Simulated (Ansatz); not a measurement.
# Is this Li₃SeF structure a true minimum?

The cell was found from a structure generator's guess, not taken from experiment.

All numbers below come from DFT PBE, scalar-relativistic, plane waves, PAW (Ansatz 0.2.0). Settings: cutoff 420 eV, Γ-centred mesh 6×6×6 on the computed 5-atom cell, Gaussian smearing of 0.02 eV; no spin polarisation.

The cell below (5 atoms, space group Pm-3m (No. 221)) is relaxed within its symmetry.

```xyz
5
Lattice="3.9963 0.0000 0.0000 0.0000 3.9963 0.0000 0.0000 0.0000 3.9963" Properties=species:S:1:pos:R:3 pbc="T T T"
Li    1.9981    0.0000    1.9981
Li    1.9981    1.9981    0.0000
Li    0.0000    1.9981    1.9981
Se    0.0000    0.0000    0.0000
F     1.9981    1.9981    1.9981
```

For the test a repeat of it with 10 atoms (edges 4.00, 4.00, 7.99 Å) was strained at random (σ = 1.5 % a component), the atoms were moved at random (σ = 0.10 Å), and all was relaxed again on a coarse 4×4×2 mesh (in the run’s order of axes) with 0.10 eV smearing, with no symmetry imposed.

Question: Is the structure stable against such a distortion?

Answer: It returns, within 1 meV/atom of the unmoved cell on that mesh and with the same symmetry when read at 0.1 Å (R-3m at 0.01 Å, so small strains and shifts remain). So it is stable against the distortions that fit this cell and that this random move excites. Modes that don't fit the cell aren't tested.
